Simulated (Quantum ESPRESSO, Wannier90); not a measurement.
# Tight-binding from DFT: PbI₂ (CdI2 type)

```xyz
3
Lattice="4.6127 0.0000 0.0000 -2.3063 3.9947 0.0000 0.0000 0.0000 7.2570" Properties=species:S:1:pos:R:3 pbc="T T T"
Pb     0.0000     0.0000     0.0000
I     -2.3063     1.3316    -1.8799
I      2.3063    -1.3316     1.8799
```

Cell from Materials Project (mp-22893), symmetrised, no further relaxation. COD (Crystallography Open Database) has the formula in 4 space groups, this one among them (matched by group alone). Level: PBEsol, spinors with spin-orbit coupling; pw.x of Quantum ESPRESSO at 56 Ry with PseudoDojo potentials, 6×6×4 k-points, Wannier90. Density: 12×12×4 mesh, cold smearing 0.01 Ry.

Energies are relative to the valence-band maximum.

**Bands.** A Kohn-Sham gap of 1.46 eV opens above band 28. 5 filled groups are cut off by gaps; the highest, bands 17–28, spans -3.31 to 0.00 eV and is I 5p 84 %, Pb 6p 12 %.

**Valence functions.** The best of several starts gives 18 functions with Ω_total = 38.06 Å², 88 % of it gauge-invariant: 12 of 2.16 Å² at 0.76 Å from I; 4 of 1.97 Å² at 0.47 Å from I; 2 of 2.16 Å² at 0.00 Å from Pb.

**Model.** 24 functions (Pb sp, I sp) from bands 11-52, frozen to 2.96 eV, reach Ω_I = 36.35 Å² and follow pw.x to 1.3 meV rms (states up to 2.5 eV relative to the valence-band maximum).

**Outer window.** The setting "outer window to 6.55 eV" raises Ω_I to 40.82 Å², as fewer states are left to mix in, and the misfit goes to 1.9 meV.

**Stops.** With the frozen window to 6.96 eV the program stops (More states in the frozen window than target WFs).
